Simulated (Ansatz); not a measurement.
**Structure optimisation: iridium, simple cubic**

Method: Ansatz, DFT, r2SCAN, plane waves (500 eV) with PAW, scalar-relativistic. The PAW files were generated under PBE, with cores re-solved for the functional.

k-point mesh 13×13×13, Fermi-Dirac smearing 0.05 eV, starting moments 1.00 μB. Cell and atoms relax.

Starting structure:

```xyz
1
Lattice="2.4815 0.0000 0.0000 0.0000 2.4815 0.0000 0.0000 0.0000 2.4815" Properties=species:S:1:pos:R:3 pbc="T T T"
Ir    0.0000    0.0000    0.0000
```

Question: What cell does the relaxation end in?

Answer: Pm-3m with a = 2.553 Å; 16.64 Å³ per atom against 15.28 at the start (8.9 %).

Question: How much energy does the relaxation gain?

Answer: 109.0 meV per atom.

Question: Which magnetic state does it end in?

Answer: non-magnetic.
